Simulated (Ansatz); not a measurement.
NiS:
```yaml
crystal:
  lattice:
    - [4.65502, 2.68758, 1.02396]
    - [-4.65502, 2.68758, 1.02396]
    - [0.00000, -5.37516, 1.02396]
  atoms:
    - { symbol: Ni, position: [0.66167, 0.39709, 0.39709] }
    - { symbol: Ni, position: [0.39709, 0.66167, 0.39709] }
    - { symbol: Ni, position: [0.39709, 0.39709, 0.66167] }
    - { symbol: S, position: [0.78161, 0.11899, 0.11899] }
    - { symbol: S, position: [0.11899, 0.78161, 0.11899] }
    - { symbol: S, position: [0.11899, 0.11899, 0.78161] }
```

Relaxed with LDA. Special points in fractions of this cell's reciprocal vectors: Γ (0.000, 0.000, 0.000); L (0.500, 0.000, 0.000); T (0.500, -0.500, 0.500); P0 (0.191, -0.809, 0.191); P2 (0.191, 0.191, 0.191); F (0.500, -0.500, 0.000).

List the band energies nearest the Fermi level at these points for the program Ansatz at the LDA level (PAW).

In eV from the Fermi level; about four levels below and three above (degenerate sets whole), none deeper than 8.9 eV; points with the same levels are listed once.

| k | below | above |
|---|---|---|
| Γ | -1.77 -1.77 -1.07 -0.22 | 0.81 0.81 1.04 1.04 |
| L | -1.71 -1.53 -1.34 -1.20 | 0.48 0.68 1.05 |
| T | -1.71 -1.71 -1.59 -0.85 -0.85 | 0.39 0.39 1.64 |
| P0 | -1.73 -1.73 -1.26 -0.89 -0.89 | 0.33 0.33 0.80 |
| F | -1.86 -1.74 -1.34 -1.04 | 0.01 0.75 1.11 |

Space group R3m. The workflow started from a Materials Project entry (that database holds measured and hypothetical structures alike); the Crystallography Open Database files this formula in space group No. 160, but the cells were not matched. Its standing as an ambient phase is unchecked. The cell was relaxed with LDA under the symmetry of its start; its stability against distortions is not shown here. The run is not spin-polarised.

Potentials: the later of the program's two PAW sets.
